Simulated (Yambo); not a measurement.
WS2 (space group P6_3/mmc, No. 194), G0W0@PBEsol in Yambo with this input:

```
rim_cut
gw0
dyson
el_el_corr
HF_and_locXC
ppa
em1d
RandQpts= 1000000
RandGvec= 1 Ry
EXXRLvcs= 74 Ry
VXCRLvcs= 296 Ry
Chimod= "HARTREE"
% BndsRnXp
 9 | 258 |
%
NGsBlkXp= 6 Ry
% LongDrXp
 1.0 | 1.0 | 1.0 |
%
PPAPntXp= 27.2114 eV
% GbndRnge
 1 | 258 |
%
GTermKind= "BG"
DysSolver= "n"
ExtendOut
```

On a 6×6×1 mesh, with wavefunctions cut at 74 Ry, the gap (Γ → (0.167, 0.167, 0)) is 1.145 eV and the valence edge shifts by 0.138 eV.

Q: What happens with this change: 3 Ry block?

A: The gap falls by 0.071 eV, to 1.074 eV; the shift of the valence edge becomes 0.303 eV. Neither run is shown to be the converged limit.

Spin-orbit coupling is included.

Geometry relaxed with PBE+D3(BJ); primitive cell a = 3.154 Å, b = 3.154 Å, c = 12.138 Å, α = 90.00°, β = 90.00°, γ = 120.00°.

A shift is the quasiparticle energy of the state minus its PBEsol energy.
